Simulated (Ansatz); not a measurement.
Data:

Ca:
```
CELL_PARAMETERS angstrom
     -2.10848     2.10848     2.10848
      2.10848    -2.10848     2.10848
      2.10848     2.10848    -2.10848
ATOMIC_POSITIONS crystal
  Ca 0.00000 0.00000 0.00000
```

This is the LDA-relaxed structure.

Problem. All from DFT-LDA in the program Ansatz with PAW potentials, unless another level is named. Estimate the bulk modulus (Birch–Murnaghan fit).

Solution. 18.8 GPa.

Problem. What about the zero-point energy?

Solution. 21.7 meV/atom.

Problem. Predict the vibrational entropy at 300 K.

Solution. 41.8 J/(K·mol of atoms).

Space group Im-3m (bcc (W type)). This is a known high-temperature phase of the composition, computed here at zero pressure and temperature. Symmetry was held in the LDA relaxation; phonons on a q-mesh show no instability.

Potentials: the later of the program's two PAW sets.
